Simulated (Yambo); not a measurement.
Rb2NaAlF6 (space group Fm-3m, No. 225), G0W0@PBEsol in Yambo with this input:

```
rim_cut
gw0
dyson
el_el_corr
HF_and_locXC
ppa
em1d
RandQpts= 1000000
RandGvec= 1 Ry
EXXRLvcs= 88 Ry
VXCRLvcs= 352 Ry
Chimod= "HARTREE"
% BndsRnXp
 2 | 286 |
%
NGsBlkXp= 8 Ry
% LongDrXp
 1.0 | 1.0 | 1.0 |
%
PPAPntXp= 27.2114 eV
% GbndRnge
 1 | 286 |
%
GTermKind= "BG"
DysSolver= "n"
ExtendOut
```

On a 2×2×2 mesh, with wavefunctions cut at 88 Ry, the gap (Γ → Γ) is 10.672 eV and the valence edge shifts by -2.661 eV.

Question: What happens with this change: 3 Ry block?

Answer: The gap rises by 0.267 eV, to 10.939 eV; the shift of the valence edge becomes -3.053 eV. Neither run is shown to be the converged limit.

Geometry of the Materials Project entry, not relaxed at this level; primitive cell a = 5.9745 Å, b = 5.9745 Å, c = 5.9745 Å, α = 60.00°, β = 60.00°, γ = 60.00°.

The structure is a Materials Project entry; no match was found in the copy of COD used, and its stability was not checked.

A shift is the quasiparticle energy of the state minus its PBEsol energy.
